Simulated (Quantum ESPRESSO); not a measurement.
# Strain and stress in Ga3ZnN4

These are calculations, not measurements. They come from pw.x of Quantum ESPRESSO 7.5, a plane-wave density functional program, with PseudoDojo standard norm-conserving files (v0.5 for PBE, v0.4.1 for LDA and PBEsol). The cells are made up: elements, strain and atom displacements were drawn at random, and nothing was relaxed. There is no spin polarisation, spin-orbit coupling or dispersion term.

The cell has 8 sites of a wurtzite lattice (rectangular cell). Sites 1 to 4 hold Ga Ga Ga Zn; sites 5 to 8 hold N N N N. Cell vectors in Å: (3.191, -0.008, 0.009); (-0.015, 5.452, -0.017); (0.015, -0.016, 5.183). Settings: PBE, cutoff 1143 eV, 8 x 6 x 6 k mesh shifted by half a step, Fermi-Dirac smearing of 0.1 eV.

Each run adds the same strain along x and y to one cell, with the atoms carried along; the vectors above are those of run 3. Stress is positive in tension and P is minus a third of its trace. E is the free energy for each atom above the lowest run shown.

```
run,strain (%),s_xx (GPa),s_yy (GPa),s_zz (GPa),s_xy (GPa),P (GPa),E (meV/atom)
1,-1.70,-19.28,-25.28,-11.09,-6.39,18.55,61.52
2,-1.14,-15.79,-21.68,-10.06,-6.03,15.84,45.47
3,-0.15,-10.12,-15.81,-8.35,-5.46,11.43,23.56
4,0.47,-6.87,-12.44,-7.36,-5.12,8.89,13.61
6,1.77,-0.72,-6.05,-5.44,-4.46,4.07,1.67
7,2.27,1.40,-3.82,-4.75,-4.22,2.39,0.00
5,1.22,?,?,?,?,?,?
```

A rerun of one of these cells at 1437 eV and k mesh 10 x 8 x 8 moved values by no more than 0.004 eV in the cell's energy, 0.04 GPa in stress and 0.004 eV/Å in force.

## Worked fit

A parabola through the six runs shown gives s_xx = -9.32 + 5.37 e - 0.286 e² GPa, with e in per cent and a scatter of 0.02 GPa. The slope is a stiffness of 537 ± 3 GPa for each unit of this strain at e = 0, the sum of the responses of s_xx to strain along x and along y. The atoms are clamped, and relaxing them would in general lower it. The error is the larger of the fit's own and the change that a cubic makes, rounded up.

## Withheld run

Question: what s_xx should run 5 give?

The fit gives -3.19 GPa. The calculation gave -3.21 GPa.

| run | strain (%) | s_xx (GPa) | s_yy (GPa) | s_zz (GPa) | s_xy (GPa) | P (GPa) | E (meV/atom) |
| --- | --- | --- | --- | --- | --- | --- | --- |
| 5 | 1.22 | -3.21 | -8.65 | -6.22 | -4.73 | 6.03 | 5.38 |